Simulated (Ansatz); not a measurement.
Geometry optimisation in Ansatz: input, command and trajectory.

```yaml
crystal:
  lattice:
    - [3.0116541, -5.2163379, 0.0]
    - [3.0116541, 5.2163379, 0.0]
    - [0.0, 0.0, 9.63729314]
  atoms:
    - { symbol: Li, position: [0.3358620767, 0.6702683138, 0.6238679445] }
    - { symbol: Li, position: [0.8339827045, 0.6675798764, 0.1237992797] }
    - { symbol: Si, position: [0.8289692597, 0.1661805198, 0.1256062754] }
    - { symbol: Si, position: [0.1644260821, 0.8321427046, 0.3761646111] }
    - { symbol: Sc, position: [0.3278756406, 0.1665238422, 0.6238438143] }
    - { symbol: Sc, position: [0.6606269103, 0.8260138959, 0.3718519332] }
    - { symbol: Ti, position: [0.3300007204, 0.1614340232, 0.1298155178] }
    - { symbol: Ti, position: [0.8354018449, 0.1698155793, 0.6284882763] }
    - { symbol: Ti, position: [0.6688948097, 0.3246648775, 0.3756208393] }
    - { symbol: Ti, position: [0.6625578984, 0.8274397679, 0.8766148477] }
    - { symbol: Ti, position: [0.1665862568, 0.8352140418, 0.8787385725] }
    - { symbol: Ga, position: [0.3385138203, 0.6711268009, 0.1207069621] }
    - { symbol: Ga, position: [0.8301074651, 0.6652046226, 0.6260653518] }
    - { symbol: Ga, position: [0.6727761856, 0.3374419003, 0.8739875241] }
    - { symbol: Ga, position: [0.1665695111, 0.3333804295, 0.3761107674] }
    - { symbol: Ga, position: [0.1771515837, 0.3371285057, 0.8735753944] }
  symmetry: { detect: false }
basis:
  ecutwfc: 420
kpoints:
  mp_grid: { grid: [3, 3, 2], shift: [0.0, 0.0, 0.5] }
hamiltonian:
  xc: pbe
scf:
  occupations: { method: gaussian, width: 0.1 }
  lower_state_search: "off"
output:
  forces: true
  stress: true
  eigenvalues: true
relax:
  adjacent_minimum: "off"
  f_tol: 0.04
  max_steps: 50
  cell: { stress_tol: 0.3 }
```

```bash
ansatz run input.yaml --threads 4 --pin off --max-ram 9216MiB --backend cpu --events-out ev --progress --plain --runs-dir out
```

Level of theory: Ansatz 0.2.0, DFT PBE, scalar-relativistic, plane waves, PAW.

Of 11 frames 10 are shown, positions in Å and forces in eV/Å; the SCF threshold varies from step to step. Steps run on the plane waves of an earlier cell, with a Pulay correction in the pressure. The basis is chosen afresh for the last frame, the zero of the energies, and at times for earlier ones too; energy and pressure can step there, also at an unchanged geometry. Where two frames share a geometry here, they differ by under 2 meV/atom and 0.3 GPa. The mark taken_back stands on steps that the optimiser undid.

```xyz
16
Lattice="3.0117 -5.2163 0.0000 3.0117 5.2163 0.0000 0.0000 0.0000 9.6373" Properties=species:S:1:pos:R:3:forces:R:3 pbc="T T T" step=1 free_energy_over_end_meV_per_atom=141.87 pressure_GPa=-9.84
Li    3.0301    1.7444    6.0124   -0.1702    0.1233   -0.0662
Li    4.5222   -0.8680    1.1931   -0.0072   -0.2938    0.0074
Si    2.9970   -3.4573    1.2105   -0.0593    0.1335    0.1442
Si    3.0013    3.4830    3.6252   -0.1322    0.1110   -0.5110
Sc    1.4890   -0.8417    6.0122    0.0961   -0.2617   -0.2864
Sc    4.4772    0.8627    3.5836    0.2997   -0.1279   -0.2927
Ti    1.4800   -0.8793    1.2511    0.0630   -0.2165   -0.0386
Ti    3.0274   -3.4719    6.0569    0.2050    0.4086    0.4856
Ti    2.9923   -1.7956    3.6200   -0.1380   -0.3383    0.1290
Ti    4.4874    0.8601    8.4482    0.4513    0.1803    0.5631
Ti    3.0171    3.4878    8.4687   -0.0535   -0.1511   -0.2154
Ga    3.0407    1.7350    1.1633   -0.2017    0.2625   -0.3416
Ga    4.5034   -0.8602    6.0336    0.0406   -0.0574    0.0135
Ga    3.0424   -1.7492    8.4229    0.0234   -0.0735    0.3106
Ga    1.5057    0.8701    3.6247   -0.1872    0.1288    0.1719
Ga    1.5488    0.8345    8.4189   -0.2299    0.1725   -0.0733
16
Lattice="2.8684 -4.9662 -0.0171 2.8691 4.9666 -0.0088 -0.0416 0.0077 9.3168" Properties=species:S:1:pos:R:3:forces:R:3 pbc="T T T" step=2 free_energy_over_end_meV_per_atom=31.24 pressure_GPa=-1.62
Li    2.8385    1.6834    5.7904   -0.0639   -0.0093   -0.1816
Li    4.3000   -0.8685    1.1347   -0.0200   -0.2362    0.0450
Si    2.8488   -3.2799    1.1739    0.1283    0.0510    0.0296
Si    2.8210    3.3271    3.4270   -0.1434   -0.1767   -0.3981
Sc    1.4026   -0.8301    5.7733   -0.0913    0.0576   -0.0560
Sc    4.2781    0.8036    3.4113   -0.1687   -0.1572   -0.1799
Ti    1.4137   -0.8524    1.1913    0.0476   -0.0255   -0.0926
Ti    2.8786   -3.2561    5.8978    0.2334    0.0014    0.3746
Ti    2.8194   -1.7379    3.4998    0.1376    0.1337   -0.0084
Ti    4.2936    0.8435    8.2165    0.1226    0.0553    0.5825
Ti    2.8335    3.3095    8.1413    0.0076   -0.0442   -0.3836
Ga    2.8583    1.6811    1.0790   -0.3502    0.0504   -0.1024
Ga    4.2729   -0.8117    5.8147    0.0508   -0.0281    0.0431
Ga    2.8660   -1.6558    8.1772    0.0349    0.0867    0.3183
Ga    1.4033    0.8451    3.5212    0.0896    0.1587   -0.0250
Ga    1.4163    0.8200    8.1226   -0.0148    0.0823    0.0345
16
Lattice="2.8175 -4.8772 -0.0430 2.8300 4.8844 -0.0453 -0.1413 -0.0022 9.2998" Properties=species:S:1:pos:R:3:forces:R:3 pbc="T T T" step=3 free_energy_over_end_meV_per_atom=14.72 pressure_GPa=1.62
Li    2.7341    1.6435    5.6157    0.0846    0.0997    0.0112
Li    4.2019   -0.9668    1.1115    0.0095    0.1393   -0.0366
Si    2.7961   -3.2040    1.1957    0.1270   -0.0451    0.1643
Si    2.7065    3.2430    3.2680    0.1029   -0.1958   -0.0307
Sc    1.3103   -0.7990    5.7189   -0.0193   -0.0584   -0.1002
Sc    4.1398    0.7645    3.2934    0.1679    0.1184   -0.0841
Ti    1.3672   -0.8466    1.1445   -0.0314    0.0687    0.0657
Ti    2.8121   -3.1683    5.9720   -0.2497   -0.0263    0.0838
Ti    2.7306   -1.6897    3.4890    0.0614    0.0191    0.0981
Ti    4.1993    0.8263    8.3298   -0.0805    0.0157    0.0655
Ti    2.7408    3.2203    7.9813   -0.1480    0.0878    0.0824
Ga    2.7146    1.6786    1.0095   -0.0597   -0.0667   -0.0025
Ga    4.1521   -0.7675    5.7704    0.0322    0.0136   -0.0093
Ga    2.7654   -1.6002    8.2323   -0.0702   -0.0507   -0.1260
Ga    1.3257    0.8554    3.4910    0.0133    0.0012   -0.1167
Ga    1.3293    0.8082    8.1141    0.0596   -0.1204   -0.0652
16
Lattice="2.8194 -4.8641 -0.0580 2.8624 4.8889 -0.0770 -0.2160 -0.0175 9.3824" Properties=species:S:1:pos:R:3:forces:R:3 pbc="T T T" step=4 free_energy_over_end_meV_per_atom=8.84 pressure_GPa=0.45
Li    2.7038    1.6846    5.6210   -0.0915   -0.0921   -0.0351
Li    4.2191   -0.9318    1.0804   -0.0167    0.0345    0.0027
Si    2.8303   -3.1889    1.2221    0.1062   -0.0148    0.0400
Si    2.7463    3.2025    3.2295   -0.0019   -0.0804   -0.0188
Sc    1.2391   -0.8067    5.7359   -0.0178    0.1199   -0.0339
Sc    4.1997    0.7687    3.2603    0.0052    0.0630    0.0541
Ti    1.3669   -0.8483    1.1529   -0.0961   -0.0139    0.0137
Ti    2.7148   -3.1731    6.0376    0.0226   -0.0198    0.1268
Ti    2.7530   -1.6806    3.5263    0.1632   -0.0574    0.0047
Ti    4.1467    0.8356    8.4154   -0.0729    0.0432   -0.0324
Ti    2.6629    3.2243    8.0241    0.0213    0.0728    0.0107
Ga    2.7155    1.6747    0.9834   -0.0216   -0.0251    0.0170
Ga    4.1042   -0.7566    5.7900   -0.0214    0.0127    0.0524
Ga    2.6821   -1.6110    8.2873   -0.0397   -0.0020   -0.0597
Ga    1.3538    0.8468    3.4931    0.0519    0.0244   -0.0781
Ga    1.2637    0.7753    8.1663    0.0091   -0.0649   -0.0642
16
Lattice="2.8115 -4.8340 -0.0891 2.8997 4.8849 -0.0833 -0.2760 0.0053 9.4644" Properties=species:S:1:pos:R:3:forces:R:3 pbc="T T T" step=5 free_energy_over_end_meV_per_atom=5.60 pressure_GPa=-0.26
Li    2.6292    1.7007    5.6255   -0.0207    0.0213   -0.0038
Li    4.2187   -0.8844    1.0614   -0.0150   -0.0346    0.0135
Si    2.8679   -3.1630    1.2269   -0.0259    0.0248   -0.0176
Si    2.7901    3.1688    3.2118   -0.0530    0.0566    0.0178
Sc    1.1672   -0.7673    5.7392   -0.1174   -0.0139   -0.0679
Sc    4.2661    0.7992    3.2633    0.0253   -0.0221    0.0413
Ti    1.3434   -0.8603    1.1562    0.0005   -0.0278   -0.0216
Ti    2.6327   -3.1246    6.1190   -0.0387   -0.0175    0.0648
Ti    2.8124   -1.6615    3.5587    0.1084   -0.0520    0.0223
Ti    4.1021    0.8992    8.4971    0.0536    0.0365   -0.0605
Ti    2.6211    3.2728    8.0796    0.0671    0.0034    0.0522
Ga    2.7196    1.6650    0.9726    0.0018    0.0076   -0.0008
Ga    4.0490   -0.6977    5.8403   -0.0342    0.0292    0.0377
Ga    2.6143   -1.5640    8.3396   -0.0045    0.0079    0.0078
Ga    1.4027    0.8435    3.4683    0.0770   -0.0242   -0.0494
Ga    1.2200    0.7811    8.2229   -0.0244    0.0050   -0.0361
16
Lattice="2.7770 -4.7758 -0.1833 2.9434 4.8719 -0.0561 -0.3831 0.1175 9.5930" Properties=species:S:1:pos:R:3:forces:R:3 pbc="T T T" step=7 free_energy_over_end_meV_per_atom=0.83 pressure_GPa=-0.46
Li    2.3623    1.8192    5.6597    0.0474   -0.0146    0.0487
Li    4.2207   -0.8292    1.0334    0.0238   -0.0381    0.0040
Si    2.9039   -3.0948    1.1928   -0.0507   -0.0194   -0.0273
Si    2.8730    3.1237    3.2009   -0.0193   -0.0170    0.0110
Sc    0.8355   -0.6487    5.6340   -0.0030    0.1217    0.0305
Sc    4.4060    0.8206    3.2889   -0.0444    0.0239   -0.0571
Ti    1.3449   -0.8621    1.1310    0.0508    0.0394   -0.0479
Ti    2.3464   -2.9528    6.2592    0.0088    0.0027   -0.1181
Ti    2.9550   -1.6743    3.6585   -0.0963    0.0158    0.0620
Ti    4.0562    1.0721    8.6166    0.0189   -0.0168    0.0792
Ti    2.5856    3.4091    8.2039   -0.0022   -0.0894    0.0265
Ga    2.7669    1.6583    0.9468    0.0098    0.0713   -0.0295
Ga    3.7595   -0.4787    6.0185    0.0176   -0.0639   -0.1218
Ga    2.5149   -1.3910    8.4169    0.0298   -0.0321    0.0684
Ga    1.5786    0.8076    3.3512    0.0235   -0.0328    0.0795
Ga    1.1633    0.8879    8.2635   -0.0145    0.0494   -0.0081
16
Lattice="2.7843 -4.7988 -0.1602 2.9145 4.8740 -0.0521 -0.3397 0.0998 9.5305" Properties=species:S:1:pos:R:3:forces:R:3 pbc="T T T" step=8 free_energy_over_end_meV_per_atom=0.06 pressure_GPa=0.03
Li    2.4329    1.7921    5.6610   -0.0143    0.0273    0.0000
Li    4.2181   -0.8656    1.0510    0.0062    0.0166   -0.0119
Si    2.8792   -3.1178    1.1922    0.0489   -0.0478    0.0226
Si    2.8394    3.1403    3.2189    0.0555   -0.0865   -0.0936
Sc    0.8980   -0.6440    5.6373    0.0029   -0.0438    0.0097
Sc    4.3531    0.7995    3.2802   -0.0140    0.0035   -0.0502
Ti    1.3567   -0.8498    1.1261   -0.0239    0.0059    0.0435
Ti    2.4078   -2.9776    6.1872   -0.0006    0.0163    0.1131
Ti    2.9122   -1.6958    3.6397    0.0282    0.0615   -0.0173
Ti    4.0770    1.0189    8.5624   -0.0081    0.0077    0.0444
Ti    2.6080    3.3672    8.1584    0.0052    0.0154   -0.0177
Ga    2.7545    1.6735    0.9537   -0.0103   -0.0160    0.0034
Ga    3.8189   -0.5367    5.9543   -0.0418   -0.0246    0.0490
Ga    2.5605   -1.4354    8.3800   -0.0267    0.0277   -0.0198
Ga    1.5444    0.8085    3.3788   -0.0403    0.0794   -0.0890
Ga    1.1866    0.8805    8.2107    0.0332   -0.0426    0.0140
16
Lattice="2.7652 -4.7880 -0.1661 2.9148 4.8743 -0.0544 -0.3528 0.1032 9.5681" Properties=species:S:1:pos:R:3:forces:R:3 pbc="T T T" step=9 free_energy_over_end_meV_per_atom=0.34 pressure_GPa=0.25 taken_back
Li    2.3830    1.8140    5.6800    0.0328   -0.0205   -0.0313
Li    4.2026   -0.8622    1.0470   -0.0114   -0.0025    0.0435
Si    2.8686   -3.0986    1.2093    0.0778   -0.0181    0.0063
Si    2.8625    3.1241    3.1937   -0.0853    0.0227    0.0871
Sc    0.8534   -0.6301    5.6292   -0.0054    0.0458    0.0088
Sc    4.3527    0.7949    3.2761   -0.0507    0.0623   -0.0217
Ti    1.3471   -0.8380    1.1212    0.0058    0.0032    0.0394
Ti    2.3585   -2.9561    6.2589   -0.0731   -0.0479   -0.1244
Ti    2.8881   -1.6714    3.6642    0.0653   -0.0790   -0.0414
Ti    4.0710    1.0123    8.6484    0.0313    0.0397   -0.2337
Ti    2.6087    3.3623    8.1664   -0.0076   -0.0187    0.0673
Ga    2.7391    1.6752    0.9277   -0.0091    0.0112    0.1444
Ga    3.7683   -0.5219    5.9889   -0.0031    0.0156    0.0486
Ga    2.5408   -1.4334    8.4161    0.0354    0.0240    0.0640
Ga    1.5469    0.8355    3.3735    0.0360   -0.0251   -0.0466
Ga    1.2006    0.8677    8.2272   -0.0388   -0.0125   -0.0104
16
Lattice="2.7738 -4.7918 -0.1620 2.9218 4.8773 -0.0574 -0.3510 0.0967 9.5503" Properties=species:S:1:pos:R:3:forces:R:3 pbc="T T T" step=10 free_energy_over_end_meV_per_atom=-0.45 pressure_GPa=0.01
Li    2.4132    1.8020    5.6631   -0.0161    0.0013   -0.0022
Li    4.2148   -0.8574    1.0469    0.0026    0.0032   -0.0071
Si    2.8852   -3.1132    1.1959    0.0066   -0.0035   -0.0041
Si    2.8518    3.1307    3.2037   -0.0087    0.0097   -0.0028
Sc    0.8710   -0.6384    5.6336   -0.0140    0.0024   -0.0028
Sc    4.3555    0.8070    3.2663    0.0383   -0.0232    0.0169
Ti    1.3545   -0.8509    1.1331   -0.0096   -0.0073    0.0007
Ti    2.3741   -2.9709    6.2237    0.0032    0.0217   -0.0128
Ti    2.9097   -1.6823    3.6475    0.0080    0.0029    0.0237
Ti    4.0723    1.0234    8.5911   -0.0024   -0.0068    0.0207
Ti    2.6060    3.3659    8.1708    0.0074   -0.0075   -0.0333
Ga    2.7540    1.6723    0.9469    0.0045    0.0039   -0.0078
Ga    3.7890   -0.5327    5.9812   -0.0127    0.0061   -0.0081
Ga    2.5460   -1.4314    8.4021   -0.0066   -0.0041    0.0001
Ga    1.5480    0.8212    3.3654   -0.0080   -0.0018    0.0111
Ga    1.1860    0.8695    8.2229    0.0077    0.0030    0.0077
16
Lattice="2.7738 -4.7918 -0.1620 2.9218 4.8773 -0.0574 -0.3510 0.0967 9.5503" Properties=species:S:1:pos:R:3:forces:R:3 pbc="T T T" step=11 free_energy_over_end_meV_per_atom=0.00 pressure_GPa=0.01
Li    2.4132    1.8020    5.6631   -0.0161    0.0012   -0.0023
Li    4.2148   -0.8574    1.0469    0.0026    0.0031   -0.0071
Si    2.8852   -3.1132    1.1959    0.0067   -0.0034   -0.0041
Si    2.8518    3.1307    3.2037   -0.0089    0.0096   -0.0027
Sc    0.8710   -0.6384    5.6336   -0.0140    0.0024   -0.0028
Sc    4.3555    0.8070    3.2663    0.0382   -0.0232    0.0168
Ti    1.3545   -0.8509    1.1331   -0.0096   -0.0072    0.0007
Ti    2.3741   -2.9709    6.2237    0.0032    0.0218   -0.0128
Ti    2.9097   -1.6823    3.6475    0.0081    0.0029    0.0237
Ti    4.0723    1.0234    8.5911   -0.0025   -0.0070    0.0208
Ti    2.6060    3.3659    8.1708    0.0074   -0.0076   -0.0332
Ga    2.7540    1.6723    0.9469    0.0044    0.0039   -0.0078
Ga    3.7890   -0.5327    5.9812   -0.0127    0.0061   -0.0082
Ga    2.5460   -1.4314    8.4021   -0.0066   -0.0040    0.0002
Ga    1.5480    0.8212    3.3654   -0.0080   -0.0017    0.0111
Ga    1.1860    0.8695    8.2229    0.0078    0.0029    0.0077
```

It took 82 s on 4 threads of Intel(R) Xeon(R) 6975P-C (Granite Rapids), with other jobs on the host, peak memory 1.1 GiB.

The k mesh is coarse.